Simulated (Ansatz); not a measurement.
Method: r2SCAN, no spin polarisation; PAW, plane waves to 500 eV, 5×5×8 Γ-centred mesh, fermi-dirac occupations (width 0.1 eV) (Ansatz 0.2.0), atoms fixed.

Computed maps in the lattice plane spanned by a (left to right, 7.38 Å, 22 points from zero) and b (bottom to top, 6.81 Å, 21 points from zero), 90° apart, at height 0.250 along c. The fields are smooth PAW ones with compensation charges, not the true ones near nuclei.

Valence density. Digits on a logarithmic scale: 0 up to 0.03 e/Å³, each further digit a factor of 1.6, 9 from 1.3 e/Å³ up:
```
6899998632223332233344
5789997532222112234455
6677775432221111234566
7655543333221112345677
8654333333221112356999
9754334444321112457999
9754456766432123457999
8654578998642223457999
6544689999853223456677
4434699999864333344555
3334689999864333333333
2223589999765443322222
2223468888665554321111
2223345666666665421111
2233333455679976432111
2333333345799997542111
2345554445799997543212
3578876445699997543222
4789998544578976543223
6899998644456665433223
6899999643344444333334
```

ELF. Ten even steps from '0' (0.01) to '9' (0.87):
```
3883389500122333223442
3589998200111111125665
5357873111110001246766
5532210011110001466545
4663100011110013564311
2575101111000014664100
2574236763100014774100
3563389998510014785311
4641699669940012587544
5421696008951112367755
3200596007942332235554
1100399778733553211221
1110169997446776310000
1111014553465566531000
1111000125653345652000
1001000147530014663100
0013431157510004674100
0368996237520025774100
2898899425543346863100
5982189613554567742111
5970059611345666422221
```

Problem. The cell is LaGe. Which atoms lie within 0.2 Å of this plane, and where (fractions of a and b)?

Solution. La at (0.17, 0.01), La at (0.33, 0.51), Ge at (0.57, 0.19), Ge at (0.93, 0.69). The whole cell:
```yaml
crystal:
  lattice:
    - [7.37515, 0.00000, 0.00000]
    - [0.00000, 6.81309, 0.00000]
    - [0.00000, 0.00000, 4.10176]
  atoms:
    - { symbol: La, position: [0.16600, 0.00500, 0.25000] }
    - { symbol: La, position: [0.83400, 0.99500, 0.75000] }
    - { symbol: La, position: [0.66600, 0.49500, 0.75000] }
    - { symbol: La, position: [0.33400, 0.50500, 0.25000] }
    - { symbol: Ge, position: [0.57500, 0.19000, 0.25000] }
    - { symbol: Ge, position: [0.42500, 0.81000, 0.75000] }
    - { symbol: Ge, position: [0.07500, 0.31000, 0.75000] }
    - { symbol: Ge, position: [0.92500, 0.69000, 0.25000] }
```

Origin: a known structure type with other elements, at an estimated volume, so it need not be a known compound. Caveats: atoms or cell far from equilibrium; f levels without a U or exact exchange are poorly placed.
